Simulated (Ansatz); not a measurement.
TiC (rock salt) is sheared across one {100} plane: the third cell vector gains the shift, so faults repeat every 6.5 Å. The cut lies between planes 2.16 Å apart; the cell height is held.

```xyz
6
Lattice="3.0602 0.0000 0.0000 0.0000 3.0602 0.0000 1.5301 1.5301 6.4917" Properties=species:S:1:pos:R:3 pbc="T T T"
C      1.2751     1.2751     5.4098
C      1.2751     1.2751     1.0820
C      2.8052     2.8052     3.2459
Ti     2.8052     2.8052     5.4098
Ti     2.8052     2.8052     1.0820
Ti     1.2751     1.2751     3.2459
```

In-plane vectors a = (3.060, 0.000) Å, b = (0.000, 3.060) Å, area 9.36 Å². The shift is s times the vector a + b (length 4.328 Å), so s = 1 restores the start. The shift is rigid: no atom relaxes. γ = [E(shift) − E(0)] / area.

These are r2SCAN (plane waves to 500 eV, PAW, scalar-relativistic; Ansatz, a first-principles code) values and carry that method's errors. k mesh 13×13×13 (Γ-centred), Fermi-Dirac smearing 0.05 eV. Energies are extrapolated to zero smearing. Compression counts positive. With partly filled bands, the k mesh leaves noise in γ, roughly 0.02 J/m² as judged from a few cases. Faults lie only 6.5 Å apart, and holding the cell height and the atoms raises γ above its relaxed value. Left out: 5 of 12 points, with atoms too close for the PAW data. TiC is run without spin polarisation. TiC was relaxed with its symmetry unable to fall. The zero of γ is zero shift.

```csv
shift (Å),σ normal to the fault (GPa),γ (meV/Å²)
0.000,0.1,0
0.361,2.5,…
0.721,7.9,130
1.082,…,234
3.246,…,234
3.606,7.9,130
3.967,2.5,…
```

Q: Fill in the missing entries.

A: 
- 0.361, γ (meV/Å²): 38
- 1.082, σ normal to the fault (GPa): 10.4
- 3.246, σ normal to the fault (GPa): 10.4
- 3.967, γ (meV/Å²): 38

(The slope of γ gives the shear force per area between the displaced halves; near zero shift its curvature is an elastic stiffness.)
